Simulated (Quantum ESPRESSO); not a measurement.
Nb3GaSc2PdIn, different elements on one site, starting from this cell

Computed values, not a measurement. The program is pw.x of Quantum ESPRESSO 7.5 (plane-wave density functional theory). The cell is made up: eight metal atoms on a face-centred cubic lattice, with elements, volume, strain and displacements drawn at random and not relaxed, so it may be unstable or far from any real phase. PseudoDojo standard norm-conserving files set the functional (PBE unless stated); there is no spin polarisation or spin-orbit coupling, the Fermi-Dirac width of 0.25 eV means electrons at about 2900 K, and the masses in the input are unused placeholders. The tin pseudopotential is less sure than most, with forces differing by about three percent from a second method on plain tin. Heavy elements are run without spin-orbit coupling, which real alloys of them have. A spin test at this wide smearing found no moment, but such smearing suppresses magnetism that the real alloy may have.

The runs put different elements on site 6. Cell, positions, cutoff, mesh and smearing stay as in the input of run 1; sites are counted in its order. Stress in the tables is positive in tension.

Input of run 1:

```
&control calculation='scf', pseudo_dir='./dojo.nc.sr.pbe.v0_5.standard.upf', outdir='./o', disk_io='minimal', tprnfor=.true., tstress=.true. /
&system ibrav=0, nat=8, ntyp=5, nbnd=69, ecutwfc=82.02448710, nosym=.true., tot_charge=0,
 occupations='smearing', smearing='fd', degauss=0.0183746611
/
&electrons conv_thr=1.470e-08, electron_maxstep=70, mixing_beta=0.5 /
ATOMIC_SPECIES
Ga 1.0 Ga.upf
In 1.0 In.upf
Nb 1.0 Nb.upf
Pd 1.0 Pd.upf
Sc 1.0 Sc.upf
CELL_PARAMETERS angstrom
-2.1966 -4.4973 -2.1824
-4.4729 2.2475 2.2645
0.0421 4.5376 -4.4876
ATOMIC_POSITIONS angstrom
Nb 0.0638 0.0485 -0.0626
Nb 0.0264 2.2369 -2.2276
Ga -2.1943 2.1951 0.023
Sc -2.2016 4.425 -2.3111
Nb -2.2626 0.0507 -2.211
Pd -2.2538 2.2939 -4.4668
In -4.4626 0.0496 0.0438
Sc -4.3829 2.2571 -2.1785
K_POINTS automatic
5 4 4 1 1 1
```

| run | elements on sites 1 to 8 | -TS (eV) | pressure (GPa) | stress xx (GPa) | stress yy (GPa) | stress zz (GPa) | stress yz (GPa) | stress xz (GPa) | stress xy (GPa) | iterations |
| --- | --- | --- | --- | --- | --- | --- | --- | --- | --- | --- |
| 1 | Nb Nb Ga Sc Nb Pd In Sc | -1.982 | -12.93 | 11.90 | 12.41 | 14.47 | -1.10 | -0.58 | -0.54 | 19 |
| 2 | Nb Nb Ga Sc Nb Hf In Sc | -1.987 | -9.14 | 9.08 | 8.50 | 9.85 | -2.74 | 0.06 | -0.64 | 19 |
| 3 | Nb Nb Ga Sc Nb In In Sc | -1.828 | -8.94 | 7.84 | 9.26 | 9.71 | -2.25 | 0.07 | -0.42 | 16 |
| 4 | Nb Nb Ga Sc Nb Sn In Sc | -1.821 | -8.98 | 7.26 | 9.89 | 9.78 | -2.25 | 0.13 | -0.29 | 16 |
| 5 | Nb Nb Ga Sc Nb Ta In Sc | -1.977 | -12.07 | 11.46 | 11.48 | 13.27 | -2.50 | 0.12 | -0.47 | 19 |

Forces Fx Fy Fz (eV/Å):

```
site             run 1              run 2              run 3              run 4             run 5
   1  -0.72 0.05 -0.57  -0.52 -0.05 -0.25  -0.65 -0.08 -0.60  -0.70 -0.03 -0.50  -0.65 0.09 -0.02
   2  -0.20 -0.16 0.29    -0.40 0.11 0.48    0.00 -0.18 0.46    0.05 -0.24 0.40   -0.54 0.06 0.27
   3   0.31 0.16 -0.13    0.21 0.10 -0.24    0.01 0.12 -0.45   -0.09 0.12 -0.52   0.36 0.16 -0.06
   4   0.75 0.40 -0.04     0.27 0.39 0.21     0.50 0.45 0.21     0.49 0.47 0.19    0.42 0.35 0.01
   5   0.91 -0.43 0.23    0.60 -0.05 0.08    0.88 -0.10 0.00    0.87 -0.14 0.06   0.54 -0.13 0.08
   6   0.00 -0.11 0.10   0.68 -0.57 -0.71    0.47 -0.35 0.01    0.62 -0.41 0.15  0.64 -0.60 -0.56
   7  -0.36 -0.08 0.02  -0.29 -0.02 -0.06   -0.41 0.10 -0.15   -0.47 0.14 -0.23  -0.27 -0.14 0.01
   8   -0.68 0.17 0.10    -0.56 0.08 0.49    -0.78 0.04 0.52    -0.76 0.08 0.44   -0.50 0.20 0.27
```

Energies are left out, as each element's file has its own zero. A rerun of one cell of this series at a higher cutoff and on a denser mesh moved values by no more than 0.002 eV in energy, 0.03 GPa in stress and 0.004 eV/Å in force, and a second program with other atomic files agreed on that cell to 2 % rms in force and 0.5 GPa in pressure.